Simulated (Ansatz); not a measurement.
Method: DFT PBE, scalar-relativistic, plane waves, PAW (Ansatz). All cells share a 420 eV cutoff and Γ-centred k meshes spaced about 0.3 Å⁻¹ or finer (0.25 for metals, 2π included). No spin polarisation in the final relaxations.

These are static total energies at zero pressure. All come from trial cells, and lower structures may exist.

**Question.** These unrelaxed guesses for Mg2Si3N3 are each relaxed within their symmetry. Order them by the energy at which they end, lowest first.
A.

```
Mg Si N
1.0
     3.10000    0.00000    0.00000
    -1.55000    2.68468    0.00000
     0.00000    0.00000   12.60000
Mg Si N
2 3 3
Direct
  0.33333 0.66667 0.00000
  0.66667 0.33333 0.25000
  0.66667 0.33333 0.93750
  0.33333 0.66667 0.50000
  0.66667 0.33333 0.75000
  0.33333 0.66667 0.18750
  0.66667 0.33333 0.43750
  0.33333 0.66667 0.68750
```

B.

```
Mg Si N
1.0
     6.15000    0.00000    0.00000
    -3.07500    5.32606    0.00000
     0.00000    0.00000    3.20000
Mg Si N
2 3 3
Direct
  0.66667 0.33333 0.00000
  0.33333 0.66667 0.00000
  0.00000 0.24000 0.00000
  0.76000 0.76000 0.00000
  0.24000 0.00000 0.00000
  0.00000 0.40000 0.50000
  0.60000 0.60000 0.50000
  0.40000 0.00000 0.50000
```

C.

```
Mg Si N
1.0
     3.33500   -3.33500    0.00000
     3.33500    3.33500    0.00000
     0.00000    0.00000    4.72000
Mg Si N
2 3 3
Direct
  0.75000 0.25000 0.75000
  0.25000 0.75000 0.75000
  0.25000 0.25000 0.25000
  0.00000 0.00000 0.00000
  0.75000 0.75000 0.25000
  0.50000 0.50000 0.00000
  0.50000 0.00000 0.50000
  0.00000 0.50000 0.50000
```

**Answer.** C (ends in Cmm2, 0 meV/atom), B (ends in P-62m, 120 meV/atom), A (ends in P3m1, 252 meV/atom).

In Cmm2, P-62m, P3m1 an odd number of electrons in the primitive cell allows no gap without spin; a larger cell or a magnetic state could open one. With atoms moved at random, Cmm2 (by 92 meV/atom) fell into a lower structure. Without a clear test, and held by symmetry: P-62m and P3m1.

Some types were kept out of the candidates beforehand, so the set may lack a known form.
